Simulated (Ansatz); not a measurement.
Here is the system:

Au:
```cif
data_Au2
_chemical_formula_sum 'Au2'
_space_group_name_H-M_alt 'P 1'
_space_group_IT_number 1
_cell_length_a 4.29772
_cell_length_b 4.29772
_cell_length_c 4.29772
_cell_angle_alpha 60.000
_cell_angle_beta 60.000
_cell_angle_gamma 60.000
loop_
_space_group_symop_operation_xyz
  'x, y, z'
loop_
_atom_site_label
_atom_site_type_symbol
_atom_site_fract_x
_atom_site_fract_y
_atom_site_fract_z
_atom_site_occupancy
Au1 Au 0.00000 0.00000 0.00000 1
Au2 Au 0.25000 0.25000 0.25000 1
```

This is the r²SCAN-relaxed structure.

**Question.** All from r²SCAN (plane waves, PAW; program Ansatz), unless another level is named. Estimate the density of states at the Fermi level.

**Answer.** 0.36 states/eV per atom (mean over ±0.08 eV).

**Question.** Predict the gap with spin–orbit coupling.

**Answer.** none (metallic).

Space group Fd-3m (diamond). The start of the workflow was typed in or built on a structure type; neither database checked (COD, Materials Project) lists it. It is not the phase usual at ambient conditions (space group No. 225). Symmetry was held in the r²SCAN relaxation. At this level the phase is mechanically unstable. Spin–orbit coupling is left out wherever it is not named.

Potentials: the earlier of the program's two PAW sets.
